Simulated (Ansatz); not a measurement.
ScPt3 (Cu3Au type, Pm-3m) under volume change, plane-wave PAW LDA (Ansatz code), scaled uniformly.

| V (Å³/atom) | E − E(relaxed) (meV/atom) | P (GPa) |
|---|---|---|
| 13.720 | 112.6 | 29.23 |
| 14.172 | … | … |
| 14.625 | 11.0 | 8.04 |
| 15.077 | 0.0 | 0.00 |
| 15.529 | 9.7 | -6.70 |
| 15.982 | 36.8 | -12.28 |
| 16.434 | … | … |

**Question.** What belongs in the gaps?

**Answer.** 
- 14.172, E − E(relaxed) (meV/atom): 46.9
- 14.172, P (GPa): 17.68
- 16.434, E − E(relaxed) (meV/atom): 78.2
- 16.434, P (GPa): -16.92

**Question.** What does a third-order Birch–Murnaghan fit give for V₀, B₀ and B′?

**Answer.** V₀ = 15.08 Å³/atom, B₀ = 244 GPa, B′ = 5.1.

The workflow started from a Materials Project entry (that database holds measured and hypothetical structures alike); the Crystallography Open Database files this formula in space group No. 221, but the cells were not matched. Whether it is the stable phase at ambient conditions was not checked. Symmetry was held in the LDA relaxation; its stability against distortions is not shown here. No spin polarisation was allowed. Spin–orbit coupling is left out wherever it is not named.

Potentials: the later of the program's two PAW sets.
